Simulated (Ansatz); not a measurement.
Zr₂CN in space group R-3m (No. 166; Zr on 6c, C on 3a, N on 3b), the program Ansatz at the PBE level (PAW), all energies at zero smearing, with the estimated change up to a 700 eV cutoff added, with one set of potentials and settings (totals compare only within such a set). Cell of 4 atoms (2 Zr, 1 C, 1 N): -9008.043 eV.

```json
[
 {"element": "Zr", "reference phase": "P6_3/mmc, 2 atoms in the cell", "E (eV/atom)": "-4183.8611"},
 {"element": "C", "reference phase": "P6_3/mmc, 4 atoms in the cell", "E (eV/atom)": "-250.9463"},
 {"element": "N", "reference phase": "Pa-3, 8 atoms in the cell", "E (eV/atom)": "-384.0342"}
]
```

Formation energy per atom, worked out: (-9008.043 − 2×(-4183.8611) − 1×(-250.9463) − 1×(-384.0342))/4 = -1.335 eV/atom (-129 kJ per mol of atoms), at 0 K, without zero-point energy or fitted corrections.

The workflow started from a Materials Project entry (that database holds measured and hypothetical structures alike); the Crystallography Open Database copy checked does not list it. Its standing as an ambient phase is unchecked. The cell was relaxed with PBE under the symmetry of its start; whether a distortion lowers the energy is not shown. The run is not spin-polarised. The references are the lowest solids computed at this level, not always the standard phases (solids in place of the gases).

Potentials: the earlier of the program's two PAW sets.
